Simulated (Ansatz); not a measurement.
# Stationary points along a deformation path in Ta4O

All numbers below come from DFT PBE, scalar-relativistic, plane waves, PAW in Ansatz 0.2.0. Settings: plane waves to 420 eV, k-mesh 16×16×8 (Γ-centred), Gaussian smearing 0.15 eV. Spin–orbit coupling is left out, which matters for the heavy elements here. No spin polarisation. Energies are free energies at this smearing, counted from the undisturbed cell; pressure is positive in compression.

The undisturbed cell (relaxed at this level; with this scan's settings it stands at 0.1 GPa; it needn't be the usual structure):

```yaml
crystal:
  lattice:
    - [3.25471, 0.00000, 0.00000]
    - [0.00000, 3.25471, 0.00000]
    - [0.00000, 0.00000, 7.39539]
  atoms:
    - { symbol: Ta, position: [0.00000, 0.00000, 0.50000] }
    - { symbol: Ta, position: [0.50000, 0.50000, 0.78291] }
    - { symbol: Ta, position: [0.50000, 0.50000, 0.21709] }
    - { symbol: Ta, position: [0.00000, 0.00000, 0.00000] }
    - { symbol: O, position: [0.50000, 0.50000, 0.50000] }
```

At fixed volume and fractional coordinates, lengths along (0.000, 0.000, 1.000) are scaled against those across it; ρ is that ratio over its starting value. V = 15.668 Å³/atom. Δσ is the stress along the axis less the mean stress across it (compression positive).

| ρ | ΔE (meV/atom) | Δσ (GPa) | space group |
| --- | --- | --- | --- |
| 0.800 | 442.2 | 64.38 | P4/mmm |
| 0.850 | 226.5 | 44.93 | P4/mmm |
| 0.920 | 56.2 | 21.60 | P4/mmm |
| 0.960 | 12.7 | 9.85 | P4/mmm |
| 1.000 | 0.0 | 0.04 | P4/mmm |
| 1.050 | 14.4 | -8.39 | P4/mmm |
| 1.100 | 47.7 | -13.10 | P4/mmm |
| 1.200 | 130.7 | -15.37 | P4/mmm |
| 1.300 | 213.6 | -15.32 | P4/mmm |

Question: How does the stress give the slope of the energy, and where is the energy stationary?

Answer: Along the path d ln(length) is 2/3 d ln ρ on the axis and −1/3 d ln ρ across it, so dE/d ln ρ = −(2/3) V Δσ: the energy falls with ρ where Δσ is positive. Δσ vanishes or changes sign between ρ = 1.000 and 1.050, a minimum (near 1.00 by linear interpolation). Pairs of stationary points between two samples would go unseen, and could change a minimum read from distant neighbours into a maximum.

Question: Integrate that slope from ρ = 1 to 1.200 by the trapezoid rule.

Answer: With V/N in Å³ and 1 eV/Å³ = 160.2 GPa the slopes at ρ = 1.000, 1.050, 1.100, 1.200 are -3, 547, 854, 1002 meV/atom per unit of ln ρ. The steps add 13.3 + 32.6 + 80.7 = 126.6 meV/atom, against 130.7 from the energies; the trapezoid rule misses the curvature of the slope within each step.

Forces appear on the atoms along this scan, and letting them relax would lower the energy and soften the response. No gap shows at this level, though a semilocal functional can close a small gap that the real compound has; without a gap these slopes depend on the k mesh and the smearing.

Cost: 9 runs of about 3.9 core-minutes in all, on Arm Neoverse V2 (shared hosts).